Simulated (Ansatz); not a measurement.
Data:

SnS2:
```
SnS2
1.0
    3.61627     0.00000     0.00000
   -1.80813     3.13178     0.00000
    0.00000     0.00000    14.07395
Sn S
2 4
Cartesian
  0.00000   2.08785   3.51849
  1.80813   1.04393  10.55546
  0.00000   2.08785   8.93975
  1.80813   1.04393   1.90278
  1.80813   1.04393   5.13420
  0.00000   2.08785  12.17117
```

This is the PBE-relaxed structure.

Q: All from the program Ansatz at the PBE level (PAW), unless another level is named. Give the smallest direct gap on the standard path.

A: 0.77 eV.

Q: Next, the HSE06 gap on the PBE cell?

A: 1.33 eV.

Q: Predict the weight of the valence-edge state by species (Voronoi cells).

A: S 95 %, Sn 5 %.

Q: Predict the conduction-band minimum.

A: at M (3 equivalent valleys).

Q: Predict the weight of the conduction-edge state by species (Voronoi cells).

A: S 70 %, Sn 30 %.

Space group P6_3/mmc. The cell is a constructed one: a structure type filled with these elements; neither database checked (COD, Materials Project) lists it. It is not the phase usual at ambient conditions (space group No. 164). Symmetry was held in the PBE relaxation; its stability against distortions is not shown here. A crystal of weakly bound layers computed without a dispersion correction: the cell and the soft elastic constants depend strongly on that. Scalar-relativistic: spin–orbit coupling is off unless named, which matters more the heavier the elements.

Potentials: the later of the program's two PAW sets.
